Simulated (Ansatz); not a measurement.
Each is relaxed and computed with DFT-HSE06 in the program Ansatz with PAW potentials. Which alone has a direct gap?
A. AgI, rock salt
B. PbI2, fluorite
C. NaI, rock salt
D. NaH, rock salt

C, NaI, rock salt. NaI: gap 4.65 eV (direct); AgI: gap 1.86 eV (indirect); NaH: gap 4.84 eV (indirect); PbI2: gap 2.38 eV (indirect). Constructed cells (a structure type filled with these elements, in neither database checked): PbI2, fluorite. Not the usual ambient phase: AgI, rock salt; PbI2, fluorite. All cells were relaxed under the symmetry of their starts (and spin orders); stability against distortions was not tested throughout. Rows with no word on spin ran without spin polarisation. Spin–orbit coupling is left out wherever it is not named.

Potentials: the later of the program's two PAW sets.
